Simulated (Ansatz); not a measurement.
# How close does DFT come to the measured hyperfine parameters of HfB2?

Cell of run 1: a COD entry, whose atoms a relaxation with PBE at fixed cell left in place.

```
Hf B
1.0
     3.14000    0.00000    0.00000
    -1.57000    2.71932    0.00000
     0.00000    0.00000    3.48000
Hf B
1 2
Direct
  0.00000 0.00000 0.00000
  0.33333 0.66667 0.50000
  0.66667 0.33333 0.50000
```

Atoms are numbered from 1 in the order listed; like atoms form one site, named after its first atom.

All runs are DFT with Ansatz 0.2.0 (plane waves and PAW, scalar-relativistic unless spin–orbit coupling is named, Γ-centred meshes, Fermi–Dirac smearing) in this cell.

Run 1: PBE, atoms relaxed; 420 eV, 10×10×8 k-points, smearing 0.05 eV.

B-11: I = 3/2, Q = 40.59 mb (Pyykkö 2018). C_Q = eQV_zz/h. ν_Q = 3|C_Q|/[2I(2I − 1)].

Question: Give ν_Q of B-11 for each run, and set them against experiment.

Answer: 

| quantity | unit | measured | run 1 |
| --- | --- | --- | --- |
| ν_Q of B-11 | MHz | 0.054 | 0.033 |

For the ν_Q of B-11, the calculation misses by -39 %.

**Where the measured values come from.**

“Doping-induced superconductivity of ZrB2 and HfB2”, 2017, arxiv:1703.03253 reports, for a powder: ν_Q of B-11 about 54 kHz. On the ν_Q of B-11: quadrupole splitting nu_Q, not the coupling constant C_Q; one typical value given for both ZrB2 and HfB2.

The runs hold the atoms at rest, while the measurements include thermal motion.

In run 1 there is no gap above 0.1 eV, so the gradients can move by 10 % or more with the k-mesh.
